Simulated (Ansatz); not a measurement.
# Zone-centre modes in ZrPbO$_{3}$

Theory: Ansatz, DFT PBEsol, scalar-relativistic, plane waves, PAW. Cutoff 420 eV, Γ-centred 8×8×4 k-points, Gaussian smearing of 0.05 eV. Spin–orbit coupling is left out, which can shift energies with elements as heavy as these. No spin polarisation.

The starting cell (relaxed at this level; it needn't be the usual structure):

```
Zr Pb O
1.0
     4.14129    0.00000    0.00000
     0.00000    4.14129    0.00000
     0.00000    0.00000    8.28257
Zr Pb O
2 2 6
Direct
  0.00000 0.00000 0.50000
  0.00000 0.00000 0.00000
  0.50000 0.50000 0.25000
  0.50000 0.50000 0.75000
  0.50000 0.00000 0.50000
  0.50000 0.00000 0.00000
  0.00000 0.00000 0.25000
  0.00000 0.00000 0.75000
  0.00000 0.50000 0.50000
  0.00000 0.50000 0.00000
```

Harmonic modes by finite displacements of 0.02 Å, without the LO–TO term. The cell doubles the primitive one, so its zone centre also holds the primitive cell's point q = (0, 0, 1/2).

**Question.** At this geometry, is the structure stable against these modes?

**Answer.** No: 5 modes are unstable, the strongest at 134i cm⁻¹.

**Question.** List the wavenumbers in cm⁻¹.

**Answer.** 134i, 134i, 134i, 55i, 55i, 0, 0, 0, 54, 54, 70, 70, 70, 90, 130, 140, 140, 154, 154, 154, 195, 195, 206, 379, 545, 545, 550, 550, 550, 749.

Cost: 1 run of about 1.2 core-minutes, on AMD EPYC 9R45 (Zen 5) (shared hosts).